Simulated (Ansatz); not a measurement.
## Barrier of one jump, K in KBr

Method: Ansatz, DFT LDA, scalar-relativistic, plane waves, PAW. Run with 420 eV cutoff, 2×2×2 k-mesh, shifted by half a step, Gaussian smearing of 0.02 eV, no spin polarisation.

Host crystal, relaxed:

```xyz
2
Lattice="0.0000 3.1856 3.1856 3.1856 0.0000 3.1856 3.1856 3.1856 0.0000" Properties=species:S:1:pos:R:3 pbc="T T T"
K     0.0000    0.0000    0.0000
Br    3.1856    3.1856    3.1856
```

In a supercell of 32 host sites with charge -1, K trades places with a neighbouring K vacancy, moving 4.39 Å between the relaxed ends. Climbing-image nudged elastic band at fixed cell with images 0 (start) to 6 (end), the path measured over all atoms, converged to 0.05 eV/Å; the order of the saddle wasn't checked, and the small cell leaves errors of about a tenth of an eV.

Supercell rows in host cell vectors: 1 -3 1; -3 1 1; 1 1 -3. K was set at (0.000, 0.000, 0.000) of the host cell.

At the relaxed start K has 2 Br at 3.15 Å, 2 Br at 3.19 Å.

Problem. What barrier does the band give, and what surrounds the atom at the top?

Solution. 0.77 eV at image 3, where K has 2 Br at 2.90 Å.

Cost: 1 run of about 11 core-minutes, on AMD EPYC 9R45 (Zen 5) (shared hosts).